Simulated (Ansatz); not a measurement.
Li4Ge2B:
Space group R3m, hexagonal axes (No. 160); a = b = 4.009 Å, c = 20.111 Å, α = β = 90.00°, γ = 120.00°

| atom | site | symmetry | x | y | z |
|---|---|---|---|---|---|
| Ge | 3a | 3m | 0.0000 | 0.0000 | 0.5741 |
| Ge | 3a | 3m | 0.0000 | 0.0000 | 0.7464 |
| B | 3a | 3m | 0.0000 | 0.0000 | 0.8585 |
| Li | 3a | 3m | 0.0000 | 0.0000 | 0.1638 |
| Li | 3a | 3m | 0.0000 | 0.0000 | 0.3112 |
| Li | 3a | 3m | 0.0000 | 0.0000 | 0.0251 |
| Li | 3a | 3m | 0.0000 | 0.0000 | 0.4488 |
(The calculation used a cell of 7 atoms; values per cell refer to that cell.)

Relaxed at zero pressure with r²SCAN in the plane-wave PAW code Ansatz.

The volume is raised by 9 % and shape and atoms relax at that volume. What pressure results, and how do the axes share the change?

-0.1 GPa; a -1.8 %, b -1.8 %, c 12.9 %; the energy rises by 0 meV/atom.

Give the new structure.


Space group R3m, hexagonal axes (No. 160); a = 3.938 Å, b = 3.938 Å, c = 22.710 Å, α = 90.00°, β = 90.00°, γ = 120.00°

```tsv
atom	site	symmetry	x	y	z
Ge	3a	3m	0.0000	0.0000	0.4354
Ge	3a	3m	0.0000	0.0000	0.2441
B	3a	3m	0.0000	0.0000	0.1482
Li	3a	3m	0.0000	0.0000	0.8354
Li	3a	3m	0.0000	0.0000	0.7043
Li	3a	3m	0.0000	0.0000	0.9598
Li	3a	3m	0.0000	0.0000	0.5447
```

The phase is kept; no other phase was compared at this pressure.

The workflow started from an entry of the Crystallography Open Database (COD, 293 K). Its standing as an ambient phase is unchecked. Symmetry was held in the r²SCAN relaxation; whether a distortion lowers the energy is not shown.

Potentials: the later of the program's two PAW sets.
